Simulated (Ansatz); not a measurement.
NaAu₂ (cubic Laves (MgCu2 type), Fd-3m) at seven volumes, plane-wave PAW r²SCAN (Ansatz code), scaled uniformly. One row is withheld.

| V (Å³/atom) | P (GPa) |
|---|---|
| 18.348 | ? |
| 18.953 | 6.10 |
| 19.558 | 2.76 |
| 20.163 | 0.00 |
| 20.768 | -2.26 |
| 21.372 | -4.11 |
| 21.977 | -5.63 |

Q: Fit the shown pressures and predict the withheld one.

A: P = (3/2)B₀(x^(7/2) − x^(5/2))[1 + (3/4)(B′ − 4)(x − 1)] with x = (V₀/V)^(2/3). Least squares on the six rows gives V₀ = 20.164 Å³/atom, B₀ = 83.0 GPa, B′ = 5.54. At V = 18.348, x = 1.0649 and P = 10.17 GPa. The run itself gave 10.17 GPa.

The workflow started from an entry of the Crystallography Open Database (COD). Whether it is the stable phase at ambient conditions was not checked. The cell was relaxed with r²SCAN under the symmetry of its start; whether a distortion lowers the energy is not shown. Spin–orbit coupling is left out wherever it is not named.

Potentials: the later of the program's two PAW sets.
